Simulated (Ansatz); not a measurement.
Steps from a short run of molecular dynamics on a 1×1×1 supercell (4 atoms) of Si3C (ordering on diamond), relaxed with r2SCAN; forces from PBEsol in Ansatz 0.2.0, 4×4×4 mesh, Fermi-Dirac smearing of 0.069 eV, Langevin thermostat and barostat (NPT), set at 800 K. Classical nuclei, no spin polarisation; a few dozen steps show the first response, not equilibrium. The structure comes from a prototype and may be hypothetical.

Task: At 68 fs the positions in Å are
```
cell (Å): 1.667 0.962 5.761; -1.667 0.962 5.761; 0.000 -1.925 5.761
C    1.679   1.221   5.670
Si   0.074  -0.105   8.429
Si  -0.021   0.264   6.191
Si   0.035  -0.095  15.321
```
What are the forces, and how far does the free energy (smearing included) lie above that of step 0, with the atoms on their sites?

Result: 33.1 meV an atom; forces in eV/Å:
```
cell (Å), as above: 1.667 0.962 5.761; -1.667 0.962 5.761; 0.000 -1.925 5.761
C   -0.348  -0.323  -0.161
Si  -0.569   0.117   0.378
Si   0.394  -0.088  -0.563
Si   0.524   0.295   0.346
```
